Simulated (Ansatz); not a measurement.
Property card for SnC

SnC:
```yaml
crystal:
  lattice:
    - [3.59152, 0.00000, 0.00000]
    - [-1.79576, 3.11034, 0.00000]
    - [0.00000, 0.00000, 5.87980]
  atoms:
    - { symbol: Sn, position: [0.33333, 0.66667, 0.00031] }
    - { symbol: C, position: [0.66667, 0.33333, 0.12469] }
    - { symbol: Sn, position: [0.66667, 0.33333, 0.50031] }
    - { symbol: C, position: [0.33333, 0.66667, 0.62469] }
```

Space group P6_3mc (No. 186), wurtzite; conventional cell a = 3.592 Å, b = 3.592 Å, c = 5.880 Å, α = 90.00°, β = 90.00°, γ = 120.00°.

Method: PBE (plane waves, PAW; program Ansatz). Structure relaxed to zero pressure with the same functional. Other levels are named where they apply.

Cell and energy:

```yaml
volume_per_atom: 16.42 Å³
density: 6.61 g/cm³
Formation energy from the elements (no fitted shifts): 819 meV/atom
```

Electronic structure:

```yaml
band_gap: 0.80 eV (direct)
valence_band_maximum: at Γ
conduction_band_minimum: at Γ
electron_effective_mass: 0.073, 0.085, 0.085 mₑ (principal values)
Electron effective mass with spin–orbit coupling: 0.073, 0.086, 0.086 mₑ (principal values)
Hole effective mass, band 1 of 2 at the edge: 1.2 along z (mₑ)
Hole effective mass, band 2 of 2 at the edge: 0.079 along x, 1.2 along z (mₑ)
Hole effective mass with spin–orbit coupling: 0.16, 0.16, 1.3 mₑ (principal values)
Gap with spin–orbit coupling: 0.78 eV
```

Mechanics:

```yaml
Bulk modulus (Birch–Murnaghan fit): 123 GPa
Pressure derivative B′: 4.7
```

The start of the workflow was typed in or built on a structure type; neither database checked (COD, Materials Project) lists it. Its standing as an ambient phase is unchecked. Symmetry was held in the PBE relaxation; whether a distortion lowers the energy is not shown. Its formation energy is positive at this level, so the cell may be metastable or incomplete. The references are the lowest solids computed at this level, not always the standard phases. Scalar-relativistic: spin–orbit coupling is off unless named, which matters more the heavier the elements.

Potentials: the earlier of the program's two PAW sets.
